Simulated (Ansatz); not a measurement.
C:
```
C
1.0
   -2.18398     2.18398     2.18398
    2.18398    -2.18398     2.18398
    2.18398     2.18398    -2.18398
C
6
Direct
  0.50000   0.75000   0.25000
  0.25000   0.50000   0.75000
  0.75000   0.50000   0.25000
  0.50000   0.25000   0.75000
  0.25000   0.75000   0.50000
  0.75000   0.25000   0.50000
```

Relaxed with r²SCAN.

Question: Map the electron localisation function on the plane through (0.250, 0.500, 0.750) spanned by u = [1, 1, 0] and v = [1, 0, 1] in lattice vectors, from r²SCAN (plane waves, PAW; program Ansatz).

Answer: x is the fraction of u, y of v (the angle between them is 90°; rows are the nearest grid lines); atoms in the plane: C at (0.00, 0.00), C at (0.00, 0.50), C at (0.25, 0.75), C at (0.75, 0.75).
```
y \ x   0.000  0.0909  0.182  0.273  0.364  0.455  0.545  0.636  0.727  0.818  0.909   1.00
------  -----  ------  -----  -----  -----  -----  -----  -----  -----  -----  -----  -----
1.00    0.008   0.451  0.760  0.478  0.153  0.038  0.038  0.153  0.478  0.760  0.449  0.008
0.909   0.419   0.887  0.929  0.676  0.408  0.123  0.123  0.408  0.676  0.929  0.887  0.419
0.864   0.600   0.895  0.902  0.547  0.510  0.193  0.193  0.510  0.546  0.900  0.896  0.600
0.773   0.229   0.591  0.280  0.022  0.559  0.309  0.309  0.559  0.021  0.276  0.592  0.229
0.682   0.444   0.782  0.683  0.200  0.553  0.263  0.263  0.553  0.200  0.683  0.782  0.444
0.636   0.600   0.896  0.900  0.546  0.510  0.193  0.193  0.510  0.547  0.902  0.895  0.600
0.545   0.060   0.726  0.885  0.629  0.274  0.071  0.071  0.274  0.629  0.885  0.725  0.060
0.455   0.060   0.399  0.576  0.290  0.069  0.019  0.019  0.069  0.290  0.576  0.399  0.060
0.364   0.600   0.517  0.268  0.073  0.013  0.004  0.004  0.013  0.073  0.268  0.517  0.600
0.318   0.444   0.331  0.136  0.035  0.007  0.002  0.002  0.007  0.035  0.136  0.331  0.444
0.227   0.229   0.167  0.071  0.023  0.005  0.001  0.001  0.005  0.023  0.071  0.167  0.229
0.136   0.600   0.517  0.268  0.073  0.013  0.004  0.004  0.013  0.073  0.268  0.517  0.600
0.0909  0.419   0.510  0.415  0.150  0.029  0.008  0.008  0.029  0.150  0.415  0.510  0.419
0.000   0.008   0.451  0.760  0.478  0.153  0.038  0.038  0.153  0.478  0.760  0.449  0.008
```

The density is the valence pseudo-density with augmentation charge, so density and ELF within about 1 Å of a nucleus are not all-electron values.

Space group Im-3m. The start of the workflow was typed in or built on a structure type; neither database checked (COD, Materials Project) lists it. It is not the phase usual at ambient conditions (space group No. 194, 227). The cell was relaxed with r²SCAN under the symmetry of its start; its stability against distortions is not shown here.

Potentials: the earlier of the program's two PAW sets.
